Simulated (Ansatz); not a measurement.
Here is the system:

Sr$_{2}$SnO$_{4}$:
```cif
data_O8Sn2Sr4
_chemical_formula_sum 'Sr4 Sn2 O8'
_space_group_name_H-M_alt 'I4/mmm'
_space_group_IT_number 139
_space_group_name_Hall '-I 4 2'
_cell_length_a 4.01282
_cell_length_b 4.01282
_cell_length_c 12.40517
_cell_angle_alpha 90.000
_cell_angle_beta 90.000
_cell_angle_gamma 90.000
loop_
_atom_site_label
_atom_site_type_symbol
_atom_site_symmetry_multiplicity
_atom_site_Wyckoff_symbol
_atom_site_fract_x
_atom_site_fract_y
_atom_site_fract_z
_atom_site_occupancy
Sr1 Sr 4 e 0.00000 0.00000 0.35397 1
Sn1 Sn 2 a 0.00000 0.00000 0.00000 1
O1 O 4 e 0.00000 0.00000 0.16485 1
O2 O 4 c 0.00000 0.50000 0.00000 1
```
(The calculation used a cell of 7 atoms; values per cell refer to that cell.)

This is the LDA-relaxed structure.

### Question
All from LDA (plane waves, PAW; program Ansatz), unless another level is named. Predict the formation energy from the elements (no fitted shifts).

### Answer
-2.56 eV/atom.

### Question
And the electron effective mass?

### Answer
0.35, 0.35, 0.38 mₑ (principal values).

### Question
Give the band gap.

### Answer
3.12 eV (indirect).

### Question
Give the smallest direct gap on the standard path.

### Answer
3.52 eV.

### Question
Give the conduction-band minimum.

### Answer
at Γ.

### Question
Predict the weight of the conduction-edge state by species (Voronoi cells).

### Answer
O 59 %, Sn 25 %, Sr 16 %.

The first step of the workflow began from a Materials Project structure, measured or hypothetical; the Crystallography Open Database files this formula in space group No. 139, but the cells were not matched. Whether it is the stable phase at ambient conditions was not checked. The LDA relaxation kept the symmetry of its start; of distortions, only those at the zone centre were tested. The references are the lowest solids computed at this level, not always the standard phases (solids in place of the gases). Spin–orbit coupling is left out wherever it is not named.

Potentials: the later of the program's two PAW sets.
